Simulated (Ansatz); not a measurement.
Relaxed-ion elastic tensor of Re (hcp (Mg type), P6_3/mmc) in GPa (Voigt order), PBEsol (plane waves, PAW; program Ansatz); density 21.24 g/cm³, 14.56 Å³ per atom.

```
645  289  237  0.0  0.0  0.0
289  645  237  0.0  0.0  0.0
237  237  704  0.0  0.0  0.0
0.0  0.0  0.0  173  0.0  0.0
0.0  0.0  0.0  0.0  173  0.0
0.0  0.0  0.0  0.0  0.0  178
```

Q: Is the crystal mechanically stable?

A: Yes: the smallest eigenvalue of C is 173 GPa.

Q: Work out the Voigt, Reuss and Hill averages.

A: K_V = 391, K_R = 391, K_H = 391; G_V = 187, G_R = 184, G_H = 186 GPa.

Q: Give Young's modulus, Poisson's ratio, Pugh's ratio and the universal anisotropy index.

A: E = 9KG/(3K + G) = 481 GPa; ν = 0.30; K/G = 2.11 (ductile by the Pugh limit of 1.75); A_U = 5G_V/G_R + K_V/K_R − 6 = 0.06.

Q: Estimate the sound speeds and the Debye temperature.

A: v_l = √((K + 4G/3)/ρ) = 5480 m/s, v_t = √(G/ρ) = 2960 m/s, mean 3300 m/s; Θ = (h/k)(3n/4πV)^(1/3) v_m = 402 K.

Q: Solve the Christoffel equation for the three sound speeds along x, y, z.

A: Eigenvalues of C_ijkl n_j n_l equal ρv². In km/s, slowest first: x 2.85, 2.90, 5.51; y 2.85, 2.90, 5.51; z 2.85, 2.85, 5.76.

Q: How much does each axis shrink under pressure?

A: Linear compressibilities β_i = Σ_j S_ij (j = 1 to 3): x 0.86, y 0.86, z 0.84 per TPa.

The cell was relaxed with PBEsol under the symmetry of its start. No spin polarisation was allowed. As this level gives no gap, shear constants depend on the k-mesh and smearing (Fermi–Dirac, 0.1 eV here). Scalar-relativistic: spin–orbit coupling is off unless named, which matters more the heavier the elements.

Potentials: the later of the program's two PAW sets.
